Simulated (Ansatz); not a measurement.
TbSi₃ (AuCu3-type structure)

Method: PBE, scalar-relativistic; collinear spin; PAW, 420 eV, 8×8×4 k-mesh, Gaussian smearing of 0.05 eV; code Ansatz. The datasets are Ansatz's generated set soft_2.

```xyz
8
Lattice="4.0890 0.0000 4.0890 0.0000 4.0890 4.0890 0.0000 0.0000 8.1780" Properties=species:S:1:pos:R:3 pbc="T T T"
Tb    0.0000    0.0000    0.0000
Si    0.0000    2.0445    2.0445
Si    2.0445    2.0445    8.1780
Si    2.0445    0.0000    2.0445
Tb    0.0000    0.0000    4.0890
Si    0.0000    2.0445    6.1335
Si    2.0445    2.0445    4.0890
Si    2.0445    0.0000    6.1335
```

The structure was built from a prototype; whether the compound forms in it isn't claimed.

Magnetic state: antiferromagnetic, site spin moments Tb 5.80, -5.80 μB.

Problem. Which orbitals carry the states at the Fermi level, and how many states are there?

Solution. Within 0.1 eV of it: Tb 4f 71 %, Si 3p 20 % (shares among the projected shells; no valence p shell of Tb is among them). The density of states at the Fermi level is about 7.5 states/eV per cell, averaged over 0.3 eV.

Density of states (tetrahedra, averaged over 0.4 eV; states/eV per cell of 8 atoms; energy in eV from the Fermi level; projections on Löwdin-orthogonalised atomic orbitals, summed over sites):

```csv
E,total,Si 3p,Tb 4f up,Tb 4f down,Si 3s,Tb 5d up
-6.45,2.0,0.5,0.0,0.0,1.0,0.2
-6.05,1.7,0.4,0.0,0.0,0.8,0.2
-5.65,1.5,0.4,0.0,0.0,0.7,0.2
-5.25,1.5,0.6,0.0,0.0,0.5,0.2
-4.85,2.1,1.2,0.1,0.1,0.3,0.1
-4.45,4.3,1.7,0.9,0.9,0.3,0.2
-4.05,30.5,1.7,14.1,14.1,0.2,0.2
-3.65,8.3,3.0,2.0,2.0,0.3,0.4
-3.25,6.8,4.5,0.2,0.2,0.2,0.8
-2.85,4.6,2.9,0.1,0.1,0.1,0.7
-2.45,3.3,2.0,0.1,0.1,0.2,0.5
-2.05,3.8,2.1,0.1,0.1,0.4,0.5
-1.65,3.4,1.8,0.1,0.1,0.5,0.4
-1.25,3.5,1.9,0.2,0.2,0.5,0.3
-0.85,3.9,2.0,0.3,0.3,0.5,0.3
-0.45,4.5,1.7,0.9,0.9,0.3,0.3
-0.05,7.9,1.7,2.6,2.6,0.3,0.3
0.35,13.1,1.6,5.1,5.1,0.4,0.4
0.75,15.9,1.8,6.4,6.4,0.5,0.3
1.15,5.4,1.8,1.1,1.1,0.5,0.3
1.55,4.9,2.2,0.4,0.4,0.7,0.5
1.95,5.3,2.4,0.2,0.2,0.6,0.7
2.35,4.7,2.0,0.1,0.1,0.5,0.7
2.75,5.8,2.2,0.0,0.0,0.5,1.0
3.15,5.4,2.0,0.0,0.0,0.5,1.1
3.55,6.2,2.3,0.0,0.0,0.6,1.2
3.95,7.2,2.8,0.0,0.0,0.7,1.2
```

Without a U the open 4f shell is pinned at the Fermi level, an artefact: in the real crystal it splits into occupied and empty levels away from it, and its large orbital moment is missing here. For elements this heavy, spin–orbit coupling would shift levels and gaps; it isn't included here. The run wasn't fully tested for a lower electronic state. Site moments are of spin, integrated over atomic spheres.

The open shells may stand above their lowest state, and forces and pressures are less sure for it.
